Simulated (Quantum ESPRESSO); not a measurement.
**NMR parameters of Al$_{2}$O$_{3}$**

```
Al2O3
1.0
    2.37908     1.37356     4.32990
   -2.37908     1.37356     4.32990
    0.00000    -2.74712     4.32990
Al O
4 6
Direct
  0.35188   0.35188   0.35188
  0.14812   0.14812   0.14812
  0.64812   0.64812   0.64812
  0.85188   0.85188   0.85188
  0.55622   0.94378   0.25000
  0.25000   0.55622   0.94378
  0.94378   0.25000   0.55622
  0.44378   0.05622   0.75000
  0.75000   0.44378   0.05622
  0.05622   0.75000   0.44378
```
The cell was made here from an entry of the Crystallography Open Database (unchecked): atoms relaxed with PBE in the measured cell (PBE without dispersion, pw.x of a modified build of Quantum ESPRESSO, symmetry kept).  Stability against distortions was not tested.

Computed: shieldings by PBE GIPAW (Quantum ESPRESSO, JTH PAW datasets), 22.5 Ha, k-mesh 4×4×4 shifted, f-sum rule met within 0.012 %.

```
site                         site symmetry  σ_iso (ppm)
---------------------------  -------------  -----------
Al (atoms 1, 2, 3, 4)                    3          534
O (atoms 5, 6, 7, 8, 9, 10)              2          166
```

These are absolute shieldings with no macroscopic susceptibility term; δ = σ_ref − σ needs a reference computed alike. By our sweeps, such settings leave a few ppm in absolute σ. The datasets of Al hold no d projectors, which limits absolute σ on these atoms.
